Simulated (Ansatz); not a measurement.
Sb:
```cif
data_Sb6
_chemical_formula_sum 'Sb6'
_space_group_name_H-M_alt 'R-3m :H'
_space_group_IT_number 166
_space_group_name_Hall '-R 3 2"'
_cell_length_a 4.32199
_cell_length_b 4.32199
_cell_length_c 11.06380
_cell_angle_alpha 90.000
_cell_angle_beta 90.000
_cell_angle_gamma 120.000
loop_
_atom_site_label
_atom_site_type_symbol
_atom_site_symmetry_multiplicity
_atom_site_Wyckoff_symbol
_atom_site_fract_x
_atom_site_fract_y
_atom_site_fract_z
_atom_site_occupancy
Sb1 Sb 6 c 0.00000 0.00000 0.26432 1
```
(The calculation used a cell of 2 atoms; values per cell refer to that cell.)

Relaxed with PBEsol.

**Question.** Decompose the optical modes at the zone centre into irreducible representations, and say which are infrared and Raman allowed.

**Answer.** Point group -3m: Γ_opt = A1g + Eg. Infrared: none. Raman: A1g, Eg.

**Question.** Assign frequencies (DFPT, PBEsol in the plane-wave PAW code Ansatz).

**Answer.** Eg 90, A1g 137 cm⁻¹.

Symmetry was held in the PBEsol relaxation; of distortions, only those at the zone centre were tested. As this level gives no gap, phonon frequencies hold no LO–TO term and depend on the k-mesh and smearing (Fermi–Dirac, 0.1 eV here). Scalar-relativistic: spin–orbit coupling is off unless named, which matters more the heavier the elements.

Potentials: the earlier of the program's two PAW sets.
